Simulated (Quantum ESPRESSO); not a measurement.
pw.x input (Quantum ESPRESSO 7.5; PBEsol, PseudoDojo standard norm-conserving files, scalar-relativistic):

```
&CONTROL
  calculation = 'scf'
  pseudo_dir = './pseudo'
  outdir = './out'
  tprnfor = .true.
  tstress = .true.
/
&SYSTEM
  ibrav = 0
  nat = 12
  ntyp = 3
  ecutwfc = 84.0
  ecutrho = 336.0
  occupations = 'smearing'
  smearing = 'fd'
  degauss = 0.002
  nbnd = 48
/
&ELECTRONS
  conv_thr = 1.2e-09
/
ATOMIC_SPECIES
C 12.0110 C.upf
O 15.9990 O.upf
K 39.0983 K.upf
CELL_PARAMETERS angstrom
  2.797930000000  -5.014585000000   0.000000000000
  2.797930000000   5.014585000000   0.000000000000
 -1.281838000000   0.000000000000   6.582339000000
ATOMIC_POSITIONS crystal
C   0.332380000000   0.667620000000   0.750000000000
C   0.667620000000   0.332380000000   0.250000000000
O   0.775770000000   0.569010000000   0.186950000000
O   0.224230000000   0.430990000000   0.813050000000
O   0.430990000000   0.224230000000   0.313050000000
O   0.569010000000   0.775770000000   0.686950000000
O   0.796860000000   0.203140000000   0.250000000000
O   0.203140000000   0.796860000000   0.750000000000
K   0.334510000000   0.665490000000   0.250000000000
K   0.665490000000   0.334510000000   0.750000000000
K   0.000000000000   0.000000000000   0.000000000000
K   0.000000000000   0.000000000000   0.500000000000
K_POINTS automatic
6 6 4 0 0 0
```

End of the output:

```

[...]
     the Fermi energy is     5.5466 ev
!    total energy              =    -462.44034183 Ry
     estimated scf accuracy    <          1.4E-10 Ry
     smearing contrib. (-TS)   =       0.00000000 Ry
     internal energy E=F+TS    =    -462.44034183 Ry
     The total energy is F=E-TS. E is the sum of the following terms:
     one-electron contribution =    -170.02294596 Ry
     hartree contribution      =     121.97212238 Ry
     xc contribution           =    -109.06678285 Ry
     ewald contribution        =    -305.32273540 Ry
     convergence has been achieved in  11 iterations
     Forces acting on atoms (cartesian axes, Ry/au):
     atom    1 type  1   force =     0.00000000    0.00116000    0.00000000
     atom    2 type  1   force =     0.00000000   -0.00116000    0.00000000
     atom    3 type  2   force =    -0.00070186   -0.00033541    0.00103473
     atom    4 type  2   force =     0.00070186    0.00033541   -0.00103473
     atom    5 type  2   force =     0.00070186   -0.00033541   -0.00103473
     atom    6 type  2   force =    -0.00070186    0.00033541    0.00103473
     atom    7 type  2   force =     0.00000000    0.00045402    0.00000000
     atom    8 type  2   force =     0.00000000   -0.00045402    0.00000000
     atom    9 type  3   force =     0.00000000    0.00016228    0.00000000
     atom   10 type  3   force =     0.00000000   -0.00016228    0.00000000
     atom   11 type  3   force =     0.00000000    0.00000000    0.00000000
     atom   12 type  3   force =     0.00000000    0.00000000    0.00000000
     Total force =     0.003140     Total SCF correction =     0.000015
     Computing stress (Cartesian axis) and pressure
          total   stress  (Ry/bohr**3)                   (kbar)     P=       -2.18
  -0.00002766   0.00000000   0.00000844           -4.07        0.00        1.24
   0.00000000  -0.00002835   0.00000000            0.00       -4.17        0.00
   0.00000844   0.00000000   0.00001158            1.24        0.00        1.70
```
In a gapped system the printed Fermi energy is only some level inside the gap.

Geometry of the Materials Project entry, not relaxed at this level.
